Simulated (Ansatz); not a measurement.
## Two states of TaMn₂F₃

```xyz
6
Lattice="2.8035 4.8558 0.0000 -2.8035 4.8558 0.0000 0.0000 0.0000 3.7704" Properties=species:S:1:pos:R:3 pbc="T T T"
Mn   -0.0003    3.2374    1.8852
Mn   -0.0003    6.4743    1.8852
Ta    0.0000    0.0000    0.0000
F     0.0000    4.8558    0.0000
F     1.4018    2.4279    0.0000
F    -1.4018    2.4279    0.0000
```

Method: r2SCAN, with U_eff = 5.23 eV on Mn d (all-electron-ortho-atomic projectors); PAW, plane waves to 500 eV, 4×4×6 Γ-centred mesh, fermi-dirac occupations (width 0.0716 eV) (Ansatz 0.2.0), atoms fixed.

State A: Mn1 along (0.95, -0.16, 0.28), Mn2 along (0.95, -0.16, 0.28), Ta3 along (-0.94, 0.16, -0.29) (spinors with spin-orbit coupling). State B: Mn1 along (0.00, 0.00, 1.00), Mn2 along (0.00, 0.00, 1.00), Ta3 along (0.00, 0.00, -1.00) (spinors with spin-orbit coupling).

Q: Compare the two self-consistent states.

A: State B is lower by 2.2 meV an atom at zero smearing. So small a gap isn't resolved on this mesh where a state is a metal.

| state | free energy (meV/atom) | largest moment in a small sphere (μB) | net moment (μB/cell) | gap on mesh (eV) | pressure (GPa) | largest force (eV/Å) |
| --- | --- | --- | --- | --- | --- | --- |
| A | 2.3 | 4.47 | 7.75 | metal | -10.6 | 0.03 |
| B | 0.0 | 4.47 | 7.76 | metal | -10.7 | 0.01 |

Origin: a known structure type with other elements, at an estimated volume, so it need not be a known compound. Caveats: another magnetic order, which this cell may not hold, can open a gap; the k mesh is coarse if the cell is a metal; atoms or cell far from equilibrium.
